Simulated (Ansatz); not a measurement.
CeO₂:
```yaml
crystal:
  lattice:
    - [0.00000, 2.71894, 2.71894]
    - [2.71894, 0.00000, 2.71894]
    - [2.71894, 2.71894, 0.00000]
  atoms:
    - { symbol: Ce, position: [0.00000, 0.00000, 0.00000] }
    - { symbol: O, position: [0.25000, 0.25000, 0.25000] }
    - { symbol: O, position: [0.75000, 0.75000, 0.75000] }
```

The program Ansatz at the r²SCAN level (PAW) gives a gap of 2.16 eV without spin–orbit coupling, maximum on the K–Γ line, 29 % of the way from K, minimum at L.

Question: What happens when spin–orbit coupling is switched on?

Answer: The gap drops by 0.07 eV, to 2.09 eV; maximum on the K–Γ line, 29 % of the way from K, minimum at L.

Question: Give the electron effective mass with spin–orbit coupling.

Answer: 1.7, 11, 11 mₑ (principal values).

Question: Give the hole effective mass with spin–orbit coupling.

Answer: 1.1, 1.4, 2.1 mₑ (principal values).

Space group Fm-3m (fluorite). The r²SCAN relaxation kept the symmetry of its start. The run is not spin-polarised. The 4f shell is in the valence. No Hubbard U is applied.

Potentials: the earlier of the program's two PAW sets. The files were generated under PBE; for other functionals the program regenerates the frozen cores, and for LDA and PBEsol the local potential too.
